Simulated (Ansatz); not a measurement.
# GeMo₃Pt: rattling a relaxed structure

The structure comes from a generated guess, relaxed at this level; another structure or a mixture of phases may lie lower.

Theory: Ansatz, DFT PBE, scalar-relativistic, plane waves, PAW. Plane waves to 420 eV, a k mesh through Γ of 6×6×6 on the computed 10-atom cell and Gaussian smearing (0.10 eV); no spin polarisation.

The cell below (10 atoms, space group P6_3/mmc (No. 194)) is relaxed within its symmetry.

```
Ge Mo Pt
1.0
     6.30115    0.00000    0.00000
    -3.15057    5.45695    0.00000
     0.00000    0.00000    4.91819
Ge Mo Pt
2 6 2
Direct
  0.00000 0.00000 0.00000
  0.00000 0.00000 0.50000
  0.20338 0.40676 0.25000
  0.79662 0.20338 0.75000
  0.59324 0.79662 0.25000
  0.79662 0.59324 0.75000
  0.20338 0.79662 0.25000
  0.40676 0.20338 0.75000
  0.33333 0.66667 0.75000
  0.66667 0.33333 0.25000
```

For the test it was strained at random (σ = 1.5 % a component), the atoms were moved at random (σ = 0.15 Å), and all was relaxed again on a coarse 4×6×6 mesh (in the run’s order of axes) with 0.20 eV smearing, with no symmetry imposed.

Spin–orbit coupling, which can matter for Pt, is left out.

Question: What happens?

Answer: It doesn't return. The energy falls by 106 meV/atom on that mesh, the volume changes by -2.1 %, and the end has space group P6_3/m (No. 176) at a loose tolerance. Relaxed again on a 6×6×8 mesh with 0.10 eV smearing, the new structure lies 107 meV/atom below the first (mesh in the axes of the run's cell; the cell below is made exact in the group named). Space group P6_3/m (No. 176), hexagonal, a = 6.368 Å, c = 4.713 Å. Around Ge lie 2 Ge at 2.36 Å and 6 Mo at 2.62 Å; Mo has 2 Ge at 2.62 Å, 1 Pt at 2.63 Å, 2 Mo at 2.65 Å, 2 Pt at 2.81 Å and 6 Mo at 3.24–3.32 Å; around Pt lie 3 Mo at 2.63 Å and 6 Mo at 2.81 Å.

```cif
data_structure
_symmetry_space_group_name_H-M 'P 1'
_symmetry_Int_Tables_number 1
_cell_length_a 6.3676
_cell_length_b 6.3676
_cell_length_c 4.7129
_cell_angle_alpha 90.000
_cell_angle_beta 90.000
_cell_angle_gamma 120.000
_cell_volume 165.49
loop_
_atom_site_label
_atom_site_type_symbol
_atom_site_fract_x
_atom_site_fract_y
_atom_site_fract_z
_atom_site_occupancy
Ge1 Ge 0.00000 0.00000 0.50000 1
Ge2 Ge 0.00000 0.00000 0.00000 1
Mo1 Mo 0.11247 0.41146 0.75000 1
Mo2 Mo 0.70101 0.11247 0.25000 1
Mo3 Mo 0.58854 0.70101 0.75000 1
Mo4 Mo 0.88753 0.58854 0.25000 1
Mo5 Mo 0.29899 0.88753 0.75000 1
Mo6 Mo 0.41146 0.29899 0.25000 1
Pt1 Pt 0.33333 0.66667 0.25000 1
Pt2 Pt 0.66667 0.33333 0.75000 1
```
